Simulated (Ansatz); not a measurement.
Cells of CdS relaxed with r2SCAN (plane waves to 500 eV, PAW, scalar-relativistic; Ansatz, a first-principles code), each with a space-group label. One label is wrong.

**A**, labelled P6₃/mmc (No. 194)
```xyz
4
Lattice="3.8400 0.0000 0.0000 -1.9200 3.3255 0.0000 0.0000 0.0000 6.4473" Properties=species:S:1:pos:R:3 pbc="T T T"
Cd     0.0000     0.0000     0.0000
Cd     0.0000     0.0000     3.2237
S      1.9200     1.1085     4.8355
S      0.0000     2.2170     1.6118
```

**B**, labelled P4₂/mmc (No. 131)
```
CELL_PARAMETERS angstrom
      3.84261     0.00000     0.00000
      0.00000     3.84261     0.00000
      0.00000     0.00000     7.01828
ATOMIC_POSITIONS crystal
  Cd 0.00000 0.50000 0.00000
  Cd 0.50000 0.00000 0.50000
  S  0.00000 0.00000 0.25000
  S  0.00000 0.00000 0.75000
```

**C**, labelled P-6m2 (No. 187)
```yaml
crystal:
  lattice:
    - [7.12929, 0.00000, 0.00000]
    - [0.00000, 7.12929, 0.00000]
    - [0.00000, 0.00000, 4.19663]
  atoms:
    - { symbol: S, position: [0.31566, 0.68434, 0.00000] }
    - { symbol: S, position: [0.81566, 0.81566, 0.50000] }
    - { symbol: S, position: [0.18434, 0.18434, 0.50000] }
    - { symbol: S, position: [0.68434, 0.31566, 0.00000] }
    - { symbol: Cd, position: [0.32198, 0.32198, 0.00000] }
    - { symbol: Cd, position: [0.82198, 0.17802, 0.50000] }
    - { symbol: Cd, position: [0.17802, 0.82198, 0.50000] }
    - { symbol: Cd, position: [0.67802, 0.67802, 0.00000] }
```

**D**, labelled P6₃mc (No. 186)
```xyz
8
Lattice="4.1595 0.0000 0.0000 -2.0797 3.6022 0.0000 0.0000 0.0000 13.5559" Properties=species:S:1:pos:R:3 pbc="T T T"
Cd     0.0000     0.0000    13.5421
Cd     0.0000     0.0000     6.7641
Cd     2.0797     1.2007    10.1499
Cd     0.0000     2.4015     3.3719
S      0.0000     0.0000    10.9941
S      0.0000     0.0000     4.2162
S      2.0797     1.2007     7.6029
S      0.0000     2.4015     0.8250
```

Question: Which label is wrong, and what should it be (tolerance 0.01 Å)?

Answer: C: its symmetry is P4₂/mnm (No. 136), tP8, AFLOW prototype AB_tP8_136_g_f (as in BeO); a = b = 7.1293 Å, c = 4.1966 Å, α = β = γ = 90.00°.

Each run could gain symmetry but not lose that of its start, so entries can be saddle points. All of these are generated cells (placed on structure types, drawn at random, substituted or restacked) that were not matched to a known phase here.

No spin polarisation in the result.
